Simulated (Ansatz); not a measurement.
# NMR crystallography of Bi2S3: given against relaxed positions

Start: a COD entry, atoms as given.

```cif
data_Bi2S3
_symmetry_space_group_name_H-M 'Pnma'
_symmetry_Int_Tables_number 62
_cell_length_a 11.2690
_cell_length_b 3.9717
_cell_length_c 11.1290
_cell_angle_alpha 90.000
_cell_angle_beta 90.000
_cell_angle_gamma 90.000
loop_
_atom_site_label
_atom_site_type_symbol
_atom_site_symmetry_multiplicity
_atom_site_Wyckoff_symbol
_atom_site_fract_x
_atom_site_fract_y
_atom_site_fract_z
Bi1 Bi 4 c 0.0164 0.2500 0.6745
Bi5 Bi 4 c 0.3406 0.2500 0.4661
S9 S 4 c 0.0494 0.2500 0.1311
S13 S 4 c 0.3773 0.2500 0.0604
S17 S 4 c 0.2165 0.2500 0.8069
```

One atom of each set is listed.

Computed with Ansatz: DFT, PBE, plane waves and PAW, scalar-relativistic, 420 eV cutoff, Γ-centred 3×7×3 k-points, Fermi–Dirac smearing 0.02 eV.

The largest force at the start is 0.42 eV/Å. Relaxing the ions at fixed cell moves them by 0.069 Å at most (atom 3, Bi) and 0.043 Å rms. End positions:

Bi1 (0.0103, 0.2500, 0.6751)
Bi5 (0.3368, 0.2500, 0.4680)
S9 (0.0500, 0.2500, 0.1293)
S13 (0.3774, 0.2500, 0.0564)
S17 (0.2165, 0.2500, 0.8064)

```json
{"site": "Bi1", "moved (Å)": "0.069", "first shell before": "7 S at 2.64–3.39 Å", "first shell after": "7 S at 2.70–3.32 Å", "V_zz before (10²¹ V/m²)": "10.89", "η before": "0.73"}
{"site": "Bi5", "moved (Å)": "0.048", "first shell before": "7 S at 2.59–3.33 Å", "first shell after": "7 S at 2.64–3.28 Å", "V_zz before (10²¹ V/m²)": "-23.6", "η before": "0.05"}
{"site": "S9", "moved (Å)": "0.021", "first shell before": "5 Bi at 2.59–3.03 Å", "first shell after": "5 Bi at 2.64–3.02 Å", "V_zz before (10²¹ V/m²)": "4.68", "η before": "0.87"}
{"site": "S13", "moved (Å)": "0.044", "first shell before": "2 Bi at 2.64 Å, angle 97°; also 1 Bi at 3.05 Å", "first shell after": "5 Bi at 2.70–3.28 Å", "V_zz before (10²¹ V/m²)": "-9.25", "η before": "0.32"}
{"site": "S17", "moved (Å)": "0.006", "first shell before": "3 Bi at 2.69–2.74 Å", "first shell after": "3 Bi at 2.74–2.75 Å; also 1 Bi at 3.32 Å", "V_zz before (10²¹ V/m²)": "-2.59", "η before": "0.35"}
```

Question: What are V_zz and η after the relaxation?

Answer: 

| site | V_zz after | η after | change of V_zz |
| --- | --- | --- | --- |
| Bi1 | 6.29 | 0.89 | -4.60 |
| Bi5 | -17.78 | 0.10 | +5.83 |
| S9 | -3.93 | 0.97 | – |
| S13 | -8.43 | 0.10 | +0.82 |
| S17 | -2.37 | 0.21 | +0.22 |

The largest change of V_zz along a kept axis is on Bi5, from -23.6 to -17.78. In per cent, |V_zz| changes by -42 to -25 on Bi, -9 on S (all sites that start above 0.5, bar those whose gradient vanishes or changes sign or whose main axis turns by over 40°). Where |V_zz| stays above 0.1 and the axes keep their order, η moves most on S13, from 0.32 to 0.10. On S9 the largest principal value lies along another axis in the second run, so the two V_zz can't be compared directly.

Spin–orbit coupling is left out, which shifts gradients on Bi by a few per cent, and by more where contributions nearly cancel.
